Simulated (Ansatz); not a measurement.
**TiZn3: checking dH/dP = V**

Level of theory: Ansatz 0.2.0, DFT r2SCAN, scalar-relativistic, plane waves, PAW. Settings: 500 eV cutoff, 10×10×10 k-mesh, Gaussian smearing of 0.10 eV, no spin polarisation.

Starting point, cell and atoms relaxed:

```yaml
crystal:
  lattice:
    - [3.87860, 0.00000, 0.00000]
    - [0.00000, 3.87860, 0.00000]
    - [0.00000, 0.00000, 3.87860]
  atoms:
    - { symbol: Ti, position: [0.00000, 0.00000, 0.00000] }
    - { symbol: Zn, position: [0.00000, 0.50000, 0.50000] }
    - { symbol: Zn, position: [0.50000, 0.00000, 0.50000] }
    - { symbol: Zn, position: [0.50000, 0.50000, 0.00000] }
```

Cell and atoms were relaxed at each target pressure within the start's symmetry (Pm-3m), at zero temperature; other phases can be more stable under pressure. H = E + PV with P the target; E is the free energy at the smearing used, whose derivative the pressure is, per atom and counted from zero pressure. The mesh named is that at zero pressure; some other pressures ran on another.

| P (GPa) | V (Å³/atom) | E − E0 (meV) | H − H0 (meV) |
| --- | --- | --- | --- |
| 0 | 14.587 | 0.0 | 0.0 |
| 1 | 14.459 | 0.4 | 90.6 |
| 4 | 14.104 | 5.9 | 358.0 |
| 12 | 13.366 | 42.1 | 1043.2 |
| 25 | 12.477 | 141.9 | 2088.7 |
| 50 | 11.343 | 400.9 | 3940.6 |
| 90 | 10.203 | 887.4 | 6618.8 |

Thermodynamics gives dH/dP = V along a relaxed path. Integrate V over P by the trapezoid rule and compare with the computed enthalpies.

With 1 eV/Å³ = 160.22 GPa, each step adds the mean volume times ΔP / 160.22:
```tsv
P (GPa)	∫V dP (meV)	H − H0 (meV)	difference (meV)
1	90.6	90.6	0.0
4	358.1	358.0	0.0
12	1043.9	1043.2	0.7
25	2092.3	2088.7	3.6
50	3950.6	3940.6	10.0
90	6640.2	6618.8	21.4
```

V(P) curves upward, so the trapezoid rule runs high; integrating a smooth curve through the same points (P as a polynomial of degree 4 in ln V) puts that excess at about 21.0 meV at 90 GPa, against the 21.4 meV found.

At 90 GPa, how much of the enthalpy change is stored energy and how much is the PV term?

E rises by 887 meV/atom and PV is 90 × 10.203 / 160.22 = 5731 meV/atom, so PV makes 87 % of ΔH. So between rival structures at high pressure a small difference in volume can outweigh the difference in energy: 1 % of this volume is worth 57.3 meV/atom at this pressure.

What bulk modulus do the lowest pressures give?

From the pressures that the runs reached, -1.08 GPa (14.728 Å³) and 1.00 GPa (14.459 Å³), B = −ΔP/Δln V = 2.08 / 0.0185 = 113 GPa, a mean over that range.